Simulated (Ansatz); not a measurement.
GeRh in space group P-6m2 (No. 187; Rh on 1a, Ge on 1f), the program Ansatz at the r²SCAN level (PAW), all energies at zero smearing, with the estimated change up to a 700 eV cutoff added, with one set of potentials and settings (totals compare only within such a set). Cell of 2 atoms (1 Rh, 1 Ge): -10719.043 eV.

```
element             reference phase  E (eV/atom)
-------  --------------------------  -----------
Rh       Fm-3m, 1 atoms in the cell   -6415.2735
Ge       Fd-3m, 2 atoms in the cell   -4302.9041
```

Formation energy per atom, worked out: (-10719.043 − 1×(-6415.2735) − 1×(-4302.9041))/2 = -0.433 eV/atom (-42 kJ per mol of atoms), at 0 K, without zero-point energy or fitted corrections.

The cell is a constructed one: a structure type filled with these elements; neither database checked (COD, Materials Project) lists it. COD files the formula under space group No. 62, so this cell is another polymorph or a model. Whether it is the stable phase at ambient conditions was not checked. The cell was relaxed with r²SCAN under the symmetry of its start; whether a distortion lowers the energy is not shown. No spin polarisation was allowed. The references are the lowest solids computed at this level, not always the standard phases.

Potentials: the later of the program's two PAW sets.
